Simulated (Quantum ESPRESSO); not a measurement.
**Band energies of C monolayer**

```
CELL_PARAMETERS angstrom
      2.46174     0.00000     0.00000
     -1.23087     2.13193     0.00000
      0.00000     0.00000    13.00000
ATOMIC_POSITIONS crystal
  C  0.00000 0.00000 0.00000
  C  0.33333 0.66667 0.00000
```

norm-conserving PBEsol (Quantum ESPRESSO, 82 Ry, no spin-orbit coupling); path ΓMKΓ; energies in eV from the Fermi level.

| k (1/Å) | point | band 1 | band 2 | band 3 | band 4 | band 5 | band 6 | band 7 |
|---|---|---|---|---|---|---|---|---|
| 0.00 | Γ | -19.55 | -7.70 | -3.00 | -3.00 | 3.46 | 4.50 | 6.84 |
| 0.11 |  | -19.51 | -7.66 | -3.12 | -3.06 | 3.50 | 4.54 | 6.88 |
| 0.32 |  | -19.27 | -7.37 | -4.05 | -3.54 | 3.83 | 4.87 | 7.20 |
| 0.42 |  | -19.06 | -7.12 | -4.76 | -3.89 | 4.11 | 5.16 | 7.48 |
| 0.63 |  | -18.46 | -6.48 | -6.41 | -4.67 | 4.93 | 5.97 | 8.15 |
| 0.74 |  | -18.07 | -7.41 | -5.95 | -5.04 | 5.46 | 6.47 | 7.33 |
| 0.95 |  | -17.13 | -9.32 | -5.69 | -4.87 | 5.27 | 6.75 | 7.84 |
| 1.05 |  | -16.58 | -10.25 | -5.95 | -4.26 | 4.28 | 7.47 | 7.78 |
| 1.26 |  | -15.33 | -12.03 | -6.31 | -3.04 | 2.52 | 7.52 | 9.31 |
| 1.47 | M | -14.24 | -13.29 | -6.43 | -2.38 | 1.67 | 7.47 | 11.29 |
| 1.58 |  | -14.22 | -13.27 | -6.57 | -2.34 | 1.66 | 7.65 | 11.33 |
| 1.79 |  | -14.01 | -13.06 | -7.55 | -2.04 | 1.57 | 9.00 | 11.61 |
| 1.90 |  | -13.82 | -12.88 | -8.26 | -1.78 | 1.45 | 10.02 | 11.66 |
| 2.11 |  | -13.30 | -12.47 | -9.80 | -1.03 | 0.95 | 10.88 | 12.21 |
| 2.22 |  | -12.96 | -12.36 | -10.42 | -0.55 | 0.53 | 10.64 | 12.76 |
| 2.32 | K | -12.57 | -12.57 | -10.66 | 0.00 | 0.00 | 10.56 | 13.00 |
| 2.42 |  | -13.09 | -12.15 | -10.50 | -0.59 | 0.58 | 10.61 | 12.46 |
| 2.52 |  | -13.74 | -11.69 | -10.13 | -1.23 | 1.22 | 10.73 | 11.55 |
| 2.72 |  | -15.08 | -10.65 | -9.15 | -2.60 | 2.64 | 9.64 | 10.31 |
| 2.92 |  | -16.31 | -9.44 | -7.99 | -3.92 | 4.25 | 7.91 | 8.89 |
| 3.02 |  | -16.86 | -8.78 | -7.37 | -4.54 | 5.10 | 7.14 | 8.16 |
| 3.23 |  | -17.81 | -7.38 | -6.12 | -5.64 | 5.82 | 6.86 | 6.86 |
| 3.33 |  | -18.21 | -6.65 | -6.11 | -5.51 | 5.27 | 6.31 | 7.73 |
| 3.53 |  | -18.86 | -6.88 | -5.20 | -4.39 | 4.38 | 5.43 | 7.76 |
| 3.63 |  | -19.11 | -7.17 | -4.53 | -3.92 | 4.05 | 5.09 | 7.43 |
| 3.83 |  | -19.44 | -7.56 | -3.43 | -3.24 | 3.61 | 4.65 | 6.99 |
| 4.03 | Γ | -19.55 | -7.70 | -3.00 | -3.00 | 3.46 | 4.50 | 6.84 |

At this level the gap is closed or nearly so: along the path the highest valence and lowest conduction bands touch, or overlap by less than 0.6 eV, a zero-gap or semimetallic result; the valence top lies at K, the conduction bottom at K.

Geometry relaxed with PBEsol.
